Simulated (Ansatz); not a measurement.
YZnCuP$_{2}$ in space group P3m1 (No. 156; Pearson symbol hP5), DFT-r²SCAN in the program Ansatz with PAW potentials, all energies at zero smearing, with the estimated change up to a 700 eV cutoff added, with one set of potentials and settings (totals compare only within such a set). Cell of 5 atoms (1 Y, 1 Zn, 1 Cu, 2 P): -15339.554 eV.

```csv
element,reference phase,E (eV/atom)
Y,"P6_3/mmc, 2 atoms in the cell",-3859.7073
Zn,"P6_3/mmc, 2 atoms in the cell",-3325.6729
Cu,"Fm-3m, 1 atoms in the cell",-6631.2396
P,"Cmce, 4 atoms in the cell",-759.1646
```

Formation energy per atom, worked out: (-15339.554 − 1×(-3859.7073) − 1×(-3325.6729) − 1×(-6631.2396) − 2×(-759.1646))/5 = -0.921 eV/atom (-89 kJ per mol of atoms), at 0 K, without zero-point energy or fitted corrections.

The first step of the workflow began from a Materials Project structure, measured or hypothetical; the Crystallography Open Database copy checked does not list it. Whether it is the stable phase at ambient conditions was not checked. The r²SCAN relaxation kept the symmetry of its start; its stability against distortions is not shown here. The run is not spin-polarised. The references are the lowest solids computed at this level, not always the standard phases.

Potentials: the later of the program's two PAW sets.
